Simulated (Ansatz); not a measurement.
The elements of this relaxed trial crystal are hidden behind letters.

```
lattice vectors (Å)
   1.5905    0.9183    5.0524
  -1.5905    0.9183    5.0524
   0.0000   -1.8365    5.0524
fractional positions
X 0.5000 0.5000 0.5000
Z 0.0000 0.0000 0.0000
Q 0.7463 0.7463 0.7463
Q 0.2537 0.2537 0.2537
```

All numbers below come from DFT PBE, scalar-relativistic, plane waves, PAW (Ansatz 0.2.0). Plane waves to 420 eV, an 18×18×18 mesh through Γ for the 4-atom cell and 0.10 eV Gaussian smearing; no spin polarisation.

* Space group: R-3m (No. 166)
* Conventional cell: a = 3.181 Å, c = 15.157 Å
* Volume per atom: 11.07 Å³
* Density: 11.37 g/cm³
* Formation energy: −0.77 eV/atom
* Gap on the 18×18×18 mesh of the 4-atom cell: 0 eV (a metal)

Energies are uncorrected and count from the elements' standard states at the same level.

Problem. X is a d-block element of period 5, Z is a d-block element of period 6 and Q is a p-block element of period 2. Which elements are they?

Solution. X = Zr, Z = W, Q = N, so the formula is ZrWN2. Density times volume gives a mean mass of 11.37 × 11.07/1.6605 = 75.8 u per atom, and this set has 75.8 u. Zr has 6 N at 2.26 Å, 6 W at 3.12 Å and 6 Zr at 3.18 Å; around W lie 6 N at 2.20 Å and 6 Zr at 3.12 Å; N is surrounded by 3 W at 2.20 Å and 3 Zr at 2.26 Å. Other sets within the hints have nearly the same mass, so mass alone doesn't settle it; this one was computed.

These runs have no spin–orbit coupling, which can matter for W. Symmetry constrained the relaxation, so the result can be a saddle point.
